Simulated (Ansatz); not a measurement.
Re:
```
CELL_PARAMETERS angstrom
      2.77532     0.00000     0.00000
     -1.38766     2.40350     0.00000
      0.00000     0.00000     4.48289
ATOMIC_POSITIONS crystal
  Re 0.33333 0.66667 0.75000
  Re 0.66667 0.33333 0.25000
```

Relaxed with PBE. Special points in fractions of this cell's reciprocal vectors: Γ (0.000, 0.000, 0.000); M (0.500, 0.000, 0.000); K (0.333, 0.333, 0.000); A (0.000, 0.000, 0.500); L (0.500, 0.000, 0.500); H (0.333, 0.333, 0.500).

Problem. List the band energies nearest the Fermi level at these points for PBE (plane waves, PAW; program Ansatz).

Solution. In eV from the Fermi level; about four levels below and three above (degenerate sets whole), none deeper than 8.9 eV; … stands for higher levels left out; points with the same levels are listed once.

```csv
k,below,above
Γ,-1.53 -1.53 -1.53 -0.71 -0.71,0.20 0.20 0.58
M,-1.87 -1.72 -1.34 -0.57,3.91 4.31 4.43
K,-3.29 -2.07 -2.07 -0.02,2.99 2.99 3.45
A,-1.65 -1.65 -1.65 -1.65,…
L,-6.16 -6.16 -3.99 -3.99,0.40 0.40 0.89 0.89
H,-3.64 -3.64 -2.11 -2.11,0.08 0.08 3.30 3.30
```

Space group P6_3/mmc (hcp (Mg type)). The PBE relaxation kept the symmetry of its start. No spin polarisation was allowed. Scalar-relativistic: spin–orbit coupling is off unless named, which matters more the heavier the elements.

Potentials: the later of the program's two PAW sets.
